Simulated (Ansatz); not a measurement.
An Ansatz input and the part of its output that reports the observables at the nuclei.

The cell is a computed structure from the Materials Project (it need not be an observed phase), atoms as given.

```yaml
crystal:
  lattice:
    - [5.49707328, 0.0, 0.0]
    - [0.0, 5.49707328, 0.0]
    - [0.0, 0.0, 5.49707328]
  atoms:
    - { symbol: C, position: [0.0, 0.0, 0.0] }
    - { symbol: C, position: [0.5, 0.0, 0.5] }
    - { symbol: C, position: [0.5, 0.5, 0.0] }
    - { symbol: C, position: [0.0, 0.5, 0.5] }
    - { symbol: O, position: [0.12253698, 0.12253698, 0.12253698] }
    - { symbol: O, position: [0.37746302, 0.87746302, 0.62253698] }
    - { symbol: O, position: [0.62253698, 0.37746302, 0.87746302] }
    - { symbol: O, position: [0.87746302, 0.62253698, 0.37746302] }
    - { symbol: O, position: [0.87746302, 0.87746302, 0.87746302] }
    - { symbol: O, position: [0.62253698, 0.12253698, 0.37746302] }
    - { symbol: O, position: [0.37746302, 0.62253698, 0.12253698] }
    - { symbol: O, position: [0.12253698, 0.37746302, 0.62253698] }
kpoints:
  mp_grid: { grid: [4, 4, 4] }
scf:
  occupations: { method: fermi_dirac, width: 0.02 }
hamiltonian:
  xc: pbe
  pseudopotentials: { kind: paw }
output:
  forces: true
  stress: true
  populations: true
  efg: { quadrupole_moments_barn: { O: -0.02558 }, contact_densities: true }
  write_density: true
  write_potential: true
  elf: true
  volumetric_format: npy
```

```sh
ansatz run input.yaml --threads 1 --pin off --max-ram 2560MiB --backend cpu --events-out ev --progress --plain --runs-dir out
```

Of the output, the block on the nuclei alone is shown; the set-up, the SCF iterations, energies, forces and stress are cut. One atom of each set with nearly equal values is shown.

```
--- PAW observables at the nuclei: V_zz in 10²¹ V/m², potentials from the cell's mean, atoms counted from 1 ---
  atom   1  C  V_zz =    -2.940252   η = 0.0000   by run symmetry: allowed
            electrostatic potential = -405.012034 V   contact ρ = 869.164759 e/Å³
  atom   5  O  V_zz =    +7.136173   η = 0.0000   by run symmetry: allowed   C_q = -4.4139 MHz
            electrostatic potential = -614.230020 V   contact ρ = 2159.288529 e/Å³
```

The run took 7.1 s of wall time (7.1 s of CPU time) and 0.56 GiB at its peak, on 1 thread of Intel Xeon Platinum 8259CL CPU @ 2.50GHz (Skylake/Cascade Lake) (x86_64; 44 cores open to the job, memory cap 2.5 GiB, no GPU), a shared host with a load of 0.6 a core.
